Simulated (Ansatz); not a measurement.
Hf3Nb2Ga3 in space group P6_3/mcm (No. 193; Hf on 6g, Nb on 4d, Ga on 6g), the program Ansatz at the PBE level (PAW), all energies at zero smearing, with the estimated change up to a 700 eV cutoff added, with one set of potentials and settings (totals compare only within such a set). Cell of 16 atoms (6 Hf, 4 Nb, 6 Ga): -135242.782 eV.

| element | reference phase | E (eV/atom) |
|---|---|---|
| Hf | P6_3/mmc, 2 atoms in the cell | -15721.3637 |
| Nb | Im-3m, 1 atoms in the cell | -4552.2836 |
| Ga | Cmce, 4 atoms in the cell | -3783.0209 |

Formation energy per atom, worked out: (-135242.782 − 6×(-15721.3637) − 4×(-4552.2836) − 6×(-3783.0209))/16 = -0.459 eV/atom (-44 kJ per mol of atoms), at 0 K, without zero-point energy or fitted corrections.

The workflow started from a Materials Project entry (that database holds measured and hypothetical structures alike); the Crystallography Open Database files this formula in space group No. 193, but the cells were not matched. Whether it is the stable phase at ambient conditions was not checked. Symmetry was held in the PBE relaxation; whether a distortion lowers the energy is not shown. No spin polarisation was allowed. The references are the lowest solids computed at this level, not always the standard phases. Scalar-relativistic: spin–orbit coupling is off unless named, which matters more the heavier the elements.

Potentials: the later of the program's two PAW sets.
